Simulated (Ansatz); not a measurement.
The start is a relaxed Rh cell, doubled along one cell vector, shaken by Gaussian noise of σ = 0.08 Å a coordinate. A full variable-cell relaxation at zero pressure is run with r2SCAN (plane waves to 500 eV, PAW, scalar-relativistic; Ansatz, a quantum-chemistry and plane-wave program). The first steps use a coarse 12×6×4 k-mesh.

Input geometry:
```
CELL_PARAMETERS angstrom
      2.60339     0.00000     0.00000
      0.00000     5.20679     0.00000
      0.00000     0.00000     8.88663
ATOMIC_POSITIONS crystal
  Rh 0.06288 0.25382 0.00862
  Rh 0.01742 0.71056 0.99492
  Rh 0.48716 0.98264 0.49831
  Rh 0.50092 0.52139 0.49703
  Rh 0.47887 0.27533 0.25839
  Rh 0.50545 0.75195 0.24475
  Rh 0.49602 0.22929 0.75653
  Rh 0.45844 0.75492 0.75682
```

| Quantity | Result |
|---|---|
| Largest initial force | 1.49 eV/Å, on Rh5 (atoms numbered as listed) |
| Volume change | -8.7 %, from 15.06 to 13.74 Å³/atom |
| Relative to the parent | It does not go back: it reaches P6₃/mmc (No. 194), AFLOW prototype A_hP4_194_ac (A3', as in La), 0.47 eV/atom below the parent |
| Optimiser moves | 15 |

Final structure:

Space group P6₃/mmc (No. 194); a = 2.689 Å, b = 2.689 Å, c = 8.780 Å, α = 90.00°, β = 90.00°, γ = 120.00°

```tsv
atom	site	symmetry	x	y	z
Rh	2d	-6m2	0.6667	0.3333	0.2500
Rh	2a	-3m.	0.0000	0.0000	0.0000
```

Final values are on a 20×20×6 k-mesh of the relaxed cell. No spin polarisation in the result.

The relaxed structure here is a generated cell of Rh: the first start was made by a random draw of sites in a space group, and the end was not matched to a known phase here, so it may be hypothetical. Known forms of Rh include space group No. 225.
